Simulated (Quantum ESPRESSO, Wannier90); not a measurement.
**Tight-binding from DFT: TiSi2 (Fddd)**

```xyz
6
Lattice="2.3895 4.1175 0.0000 2.3895 -4.1175 0.0000 -2.3895 0.0000 -4.2629" Properties=species:S:1:pos:R:3 pbc="T T T"
Ti     2.3895     0.0000     0.0000
Ti    -1.1948    -2.0588    -2.1315
Si     0.0000    -1.3388     0.0000
Si     0.0000     1.3388     0.0000
Si    -1.1948     3.3975    -2.1315
Si    -1.1948     0.7200    -2.1315
```

Materials Project entry mp-2582; symmetrised, unrelaxed at this level. COD (Crystallography Open Database) has the formula in 2 space groups, this one among them (matched by group alone). Level: PBEsol, no spin polarisation, no spin-orbit coupling; pw.x of Quantum ESPRESSO at 68 Ry with PseudoDojo potentials, 6×6×6 k-points, Wannier90. Density: 8×8×8 mesh, cold smearing 0.01 Ry.

A tight-binding model is made by disentanglement and projection with no localisation steps (num_iter = 0), so the 34 orbitals stay atom-like: hydrogen-like Ti: s;p;d; Si: s;p, axes along x, y, z; frozen window up to 1.50 eV relative to the Fermi level. It follows pw.x to 4.5 meV rms for states up to 1.0 eV relative to the Fermi level. Matrix elements depend on this choice of orbitals and windows.

### Question
What are the on-site energies relative to the Fermi level, and how fast do the hoppings decay?

### Answer
```json
[
 {"atom": "Ti1", "orbitals": "s", "energy (eV)": "4.58"},
 {"atom": "Ti1", "orbitals": "pz", "energy (eV)": "8.77"},
 {"atom": "Ti1", "orbitals": "px", "energy (eV)": "7.83"},
 {"atom": "Ti1", "orbitals": "py", "energy (eV)": "8.27"},
 {"atom": "Ti1", "orbitals": "dz2 dxz dx2-y2", "energy (eV)": "1.47"},
 {"atom": "Ti1", "orbitals": "dyz dxy", "energy (eV)": "1.55"},
 {"atom": "Ti2", "orbitals": "s", "energy (eV)": "4.58"},
 {"atom": "Ti2", "orbitals": "pz", "energy (eV)": "8.77"},
 {"atom": "Ti2", "orbitals": "px", "energy (eV)": "7.83"},
 {"atom": "Ti2", "orbitals": "py", "energy (eV)": "8.27"},
 {"atom": "Ti2", "orbitals": "dz2 dxz dx2-y2", "energy (eV)": "1.47"},
 {"atom": "Ti2", "orbitals": "dyz dxy", "energy (eV)": "1.55"},
 {"atom": "Si3", "orbitals": "s", "energy (eV)": "-3.28"},
 {"atom": "Si3", "orbitals": "pz", "energy (eV)": "3.29"},
 {"atom": "Si3", "orbitals": "px", "energy (eV)": "3.39"},
 {"atom": "Si3", "orbitals": "py", "energy (eV)": "3.06"},
 {"atom": "Si4", "orbitals": "s", "energy (eV)": "-3.28"},
 {"atom": "Si4", "orbitals": "pz", "energy (eV)": "3.29"},
 {"atom": "Si4", "orbitals": "px", "energy (eV)": "3.39"},
 {"atom": "Si4", "orbitals": "py", "energy (eV)": "3.06"},
 {"atom": "Si5", "orbitals": "s", "energy (eV)": "-3.28"},
 {"atom": "Si5", "orbitals": "pz", "energy (eV)": "3.29"},
 {"atom": "Si5", "orbitals": "px", "energy (eV)": "3.39"},
 {"atom": "Si5", "orbitals": "py", "energy (eV)": "3.06"},
 {"atom": "Si6", "orbitals": "s", "energy (eV)": "-3.28"},
 {"atom": "Si6", "orbitals": "pz", "energy (eV)": "3.29"},
 {"atom": "Si6", "orbitals": "px", "energy (eV)": "3.39"},
 {"atom": "Si6", "orbitals": "py", "energy (eV)": "3.06"}
]
```

| distance of the centres (Å) | largest modulus (eV) |
|---|---|
| 2–3 | 3.0 |
| 3–4 | 0.53 |
| 4–5 | 0.59 |
| 5–6 | 0.76 |
| 6–7 | 0.44 |
| 7–8 | 0.11 |
| 8–9 | 0.24 |
| 9–10 | 0.025 |
| 10–11 | 0.036 |
